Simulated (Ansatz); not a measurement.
# Zincblende alloy of GaAs and GaP (12 of 32 As sites exchanged), 64 atoms

Ansatz, PAW, plane waves. PBEsol relaxation of volume and atoms (shape held) at the single k point (¼, ¼, ¼) without its symmetry partners; single points on the relaxed atoms at the Γ point alone, onto which points of the small cell's zone fold. Arrangement: quasirandom. No spin–orbit coupling unless named.

Relaxed structure:

```cif
data_structure
_symmetry_space_group_name_H-M 'P 1'
_symmetry_Int_Tables_number 1
_cell_length_a 11.1490
_cell_length_b 11.1490
_cell_length_c 11.1490
_cell_angle_alpha 90.000
_cell_angle_beta 90.000
_cell_angle_gamma 90.000
_cell_volume 1385.81
loop_
_atom_site_label
_atom_site_type_symbol
_atom_site_fract_x
_atom_site_fract_y
_atom_site_fract_z
_atom_site_occupancy
Ga1 Ga 0.99587 0.99827 0.00480 1
Ga2 Ga 0.00060 0.99997 0.50117 1
Ga3 Ga 0.00755 0.50038 0.99984 1
Ga4 Ga 0.00318 0.49779 0.49620 1
Ga5 Ga 0.49930 0.00030 0.99323 1
Ga6 Ga 0.50363 0.99794 0.49636 1
Ga7 Ga 0.49961 0.49447 0.00090 1
Ga8 Ga 0.49593 0.50354 0.50459 1
Ga9 Ga 0.25383 0.25306 0.99747 1
Ga10 Ga 0.25189 0.25761 0.50044 1
Ga11 Ga 0.24823 0.74525 0.00374 1
Ga12 Ga 0.25373 0.74609 0.49724 1
Ga13 Ga 0.74678 0.25375 0.99679 1
Ga14 Ga 0.74922 0.24963 0.50096 1
Ga15 Ga 0.74928 0.75611 0.00048 1
Ga16 Ga 0.74381 0.74833 0.50025 1
Ga17 Ga 0.25071 0.00104 0.24949 1
Ga18 Ga 0.25466 0.00392 0.75384 1
Ga19 Ga 0.25136 0.50082 0.24979 1
Ga20 Ga 0.25096 0.49397 0.75017 1
Ga21 Ga 0.74967 0.99327 0.24978 1
Ga22 Ga 0.74668 0.99774 0.75348 1
Ga23 Ga 0.75022 0.50080 0.24948 1
Ga24 Ga 0.74306 0.50066 0.75016 1
Ga25 Ga 0.00467 0.25374 0.25304 1
Ga26 Ga 0.00350 0.25387 0.75521 1
Ga27 Ga 0.99964 0.74879 0.24314 1
Ga28 Ga 0.00047 0.74909 0.74905 1
Ga29 Ga 0.49627 0.25353 0.24610 1
Ga30 Ga 0.49633 0.25354 0.75192 1
Ga31 Ga 0.49964 0.74898 0.25626 1
Ga32 Ga 0.50625 0.74934 0.75155 1
As1 As 0.12629 0.12711 0.12363 1
As2 As 0.12733 0.12820 0.62615 1
As3 As 0.12719 0.62206 0.62438 1
As4 As 0.62400 0.12407 0.12355 1
As5 As 0.62269 0.12512 0.62714 1
As6 As 0.62366 0.62600 0.12467 1
As7 As 0.37643 0.87411 0.12471 1
As8 As 0.37779 0.87417 0.62524 1
As9 As 0.87710 0.37591 0.12383 1
As10 As 0.87520 0.37634 0.62621 1
As11 As 0.87207 0.87384 0.62502 1
As12 As 0.37527 0.12716 0.37517 1
As13 As 0.37594 0.62243 0.87509 1
As14 As 0.87498 0.12447 0.37375 1
As15 As 0.87405 0.12534 0.87596 1
As16 As 0.87515 0.62602 0.37434 1
As17 As 0.87412 0.62467 0.87617 1
As18 As 0.12516 0.87284 0.37323 1
As19 As 0.12516 0.87513 0.87740 1
As20 As 0.62209 0.37706 0.37609 1
P1 P 0.12614 0.62304 0.12623 1
P2 P 0.62299 0.62483 0.62530 1
P3 P 0.37313 0.37616 0.12416 1
P4 P 0.37530 0.37617 0.62617 1
P5 P 0.87384 0.87359 0.12536 1
P6 P 0.37627 0.12825 0.87519 1
P7 P 0.37534 0.62297 0.37514 1
P8 P 0.12852 0.37739 0.37409 1
P9 P 0.12859 0.37531 0.87634 1
P10 P 0.62189 0.37526 0.87402 1
P11 P 0.62504 0.87270 0.37496 1
P12 P 0.62459 0.87512 0.87546 1
```

(1) What are the mean bond lengths by pair (pairs within 1.2 times the sum of covalent radii, less contacts 15 % beyond the pair's median; cation–cation pairs of compounds aside; long ionic contacts are cut short by that bound)?

(2) What gap lies between the top filled and the lowest empty level in the single points?

Results:

(1) As–Ga 2.439 ± 0.009 Å (standard deviation, 80 bonds); Ga–P 2.373 ± 0.008 Å (standard deviation, 48 bonds).

(2) HSE06 1.91 eV (62 s on NVIDIA H100). An indirect band minimum needn't fold onto Γ of this cell; where it doesn't, these gaps are too wide.
